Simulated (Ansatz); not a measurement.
The relaxed structure here is a generated cell of As: the first start was made by placing the elements on the sites of a structure type, and the end was not matched to a known phase here, so it may be hypothetical. Known forms of As include space group No. 166.

A relaxed cell of As (Fd-3m (No. 227)), relaxed on a k-mesh at least as fine as the one used below. These are r2SCAN (plane waves to 500 eV, PAW, scalar-relativistic; Ansatz, a program for electronic structure) values and carry that method's errors. Γ-centred k-mesh 7×7×4 on the run's cell (coarser than for final values), Fermi–Dirac smearing 0.05 eV.

```
CELL_PARAMETERS angstrom
      0.00000     3.02708     3.02708
      3.02708     0.00000     3.02708
      6.05416     6.05416     0.00000
ATOMIC_POSITIONS crystal
  As 0.25000 0.25000 0.12500
  As 0.25000 0.25000 0.62500
  As 0.00000 0.00000 0.00000
  As 0.00000 0.00000 0.50000
```

The atoms are displaced by (Å):

```csv
atom,ux,uy,uz
As1,0.016,0.031,0.077
As2,0.086,-0.043,-0.031
As3,0.031,-0.077,0.152
As4,-0.004,-0.039,0.115
```

Question: What forces (eV/Å) and pressure result?

Answer: 
```csv
atom,Fx,Fy,Fz
As1,0.14,-0.19,0.21
As2,-0.32,-0.14,0.58
As3,0.09,0.43,-0.42
As4,0.09,-0.10,-0.37
```

Pressure +0.3 GPa.

The undisplaced cell is probably no minimum: from this displacement the run went on to R-3m (No. 166), 0.42 eV/atom below it.

No spin polarisation in the result.
